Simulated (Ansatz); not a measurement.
Question: Monolayer P (puckered, Pmna in the vacuum cell, 4 atoms) is relaxed with r²SCAN+D4 (plane waves, PAW; program Ansatz). What in-plane lattice and thickness result?

Answer: a = 3.285 Å, b = 4.586 Å; 2.09 Å between the outermost nuclei.

Band gap: 1.03 eV (direct). Valence-band maximum: on the Γ–X line, 10 % of the way from Γ. Conduction-band minimum: at Γ. Ionisation potential (Kohn–Sham): 5.18 eV. Electron affinity (Kohn–Sham): 4.14 eV. Electron effective mass, in the valley at Γ: 1.2 along x, 0.14 along y (mₑ). Hole effective mass, in the valley on the Γ–X line, 10 % of the way from Γ: 3.0 along x, 0.13 along y (mₑ). HSE06 gap on the r²SCAN+D4 cell: 1.53 eV. HSE06 ionisation potential: 5.44 eV.

A layer that has been made, often on a substrate. Symmetry was held in the r²SCAN+D4 relaxation; whether a distortion lowers the energy is not shown.

Potentials: the later of the program's two PAW sets.
